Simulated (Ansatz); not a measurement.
ZrTa:
```
ZrTa
1.0
    1.47644    -5.71926     0.00000
    1.47644     5.71926     0.00000
    0.00000     0.00000     4.89281
Zr Ta
2 2
Direct
  0.67863   0.32137   0.25000
  0.32137   0.67863   0.75000
  0.93524   0.06476   0.25000
  0.06476   0.93524   0.75000
```

Relaxed with r²SCAN.

Tabulate the valence density and the electron localisation function along the shortest Zr–Zr contact (2.95 Å), r²SCAN in the plane-wave PAW code Ansatz.



| distance from Zr (Å) | density (e/Å³) | ELF |
|---|---|---|
| 0.30 | 3.92 | 0.42 |
| 0.44 | 4.04 | 0.72 |
| 0.59 | 3.18 | 0.81 |
| 0.74 | 1.97 | 0.77 |
| 0.89 | 1.01 | 0.57 |
| 1.03 | 0.50 | 0.28 |
| 1.18 | 0.29 | 0.14 |
| 1.33 | 0.22 | 0.12 |
| 1.48 | 0.20 | 0.13 |
| 1.62 | 0.22 | 0.12 |
| 1.77 | 0.29 | 0.14 |
| 1.92 | 0.50 | 0.28 |
| 2.07 | 1.01 | 0.57 |
| 2.21 | 1.97 | 0.77 |
| 2.36 | 3.18 | 0.81 |
| 2.51 | 4.04 | 0.72 |
| 2.66 | 3.92 | 0.42 |

The density is the valence pseudo-density with augmentation charge, so density and ELF within about 1 Å of a nucleus are not all-electron values.

Space group Cmcm. The start of the workflow was typed in or built on a structure type; neither database checked (COD, Materials Project) lists it. Its standing as an ambient phase is unchecked. Symmetry was held in the r²SCAN relaxation; whether a distortion lowers the energy is not shown. No spin polarisation was allowed. Its formation energy is positive at this level, so the cell may be metastable or incomplete. Scalar-relativistic: spin–orbit coupling is off unless named, which matters more the heavier the elements.

Potentials: the later of the program's two PAW sets.
